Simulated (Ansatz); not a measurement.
**Calculated 23Na nuclear quadrupole resonance for Na2CO3**

Cell: a Materials Project structure (computed, not necessarily an observed phase), atoms as given.

Space group P6_3/mmc (No. 194); a = 5.2106, c = 6.0727 Å, γ = 120.00°.

| site | Wyckoff | site symmetry | x | y | z |
| --- | --- | --- | --- | --- | --- |
| Na1 | 2c | -6m2 | 0.3333 | 0.6667 | 0.2500 |
| Na3 | 2a | -3m. | 0.0000 | 0.0000 | 0.5000 |
| C | 2d | -6m2 | 0.6667 | 0.3333 | 0.2500 |
| O | 6h | mm2 | 0.8096 | 0.6193 | 0.2500 |

One atom of each set is listed.

The numbers come from a DFT calculation in Ansatz (PBE, plane waves and PAW, scalar-relativistic, 420 eV cutoff, Γ-centred 5×5×4 k-points, Fermi–Dirac smearing 0.02 eV).

23Na: I = 3/2, Q = 104.0 mb (year-2017 value). Static lattice, zero field.

Sites with a gradient: Na1 (2 atoms; 6 O at 2.61 Å); Na3 (2 atoms; 6 O at 2.29 Å).

Task: The simulated spectrum has lines at 0.505, 2.47 MHz. Sort them into the sets that belong together, and say which site each set most likely comes from.

Result: For I = 3/2 there is one line, ν = (|C_Q|/2)(1 + η²/3)^½. Na1: 2.47 MHz (|C_Q| = 4.93 MHz, η = 0.00). Na3: 0.505 MHz (|C_Q| = 1.01 MHz, η = 0.00).

The sites follow from the calculation. An axis of threefold or higher order runs through Na3 and Na1, so V_zz lies along it and η is zero. Like point charges on the first shell alone (each adding as 1/d³) would give the same order.
